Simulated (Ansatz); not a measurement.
Cu$_{3}$Pt (Cu3Au type, space group No. 221) at seven volumes, the program Ansatz at the PBEsol level (PAW), scaled uniformly. One row is withheld.

```csv
V (Å³/atom),P (GPa)
11.222,23.72
11.592,14.33
11.962,6.51
12.332,-0.01
12.702,?
13.072,-9.94
13.441,-13.68
```

Question: Fit the shown pressures and predict the withheld one.

Answer: P = (3/2)B₀(x^(7/2) − x^(5/2))[1 + (3/4)(B′ − 4)(x − 1)] with x = (V₀/V)^(2/3). Least squares on the six rows gives V₀ = 12.332 Å³/atom, B₀ = 198 GPa, B′ = 5.09. At V = 12.702, x = 0.9805 and P = -5.43 GPa. The run itself gave -5.43 GPa.

Space group Pm-3m (Cu3Au type). The workflow started from a Materials Project entry (that database holds measured and hypothetical structures alike); the Crystallography Open Database files this formula in space group No. 221, but the cells were not matched. Whether it is the stable phase at ambient conditions was not checked. Symmetry was held in the PBEsol relaxation; of distortions, only those at the zone centre were tested. No spin polarisation was allowed. Spin–orbit coupling is left out wherever it is not named.

Potentials: the later of the program's two PAW sets.
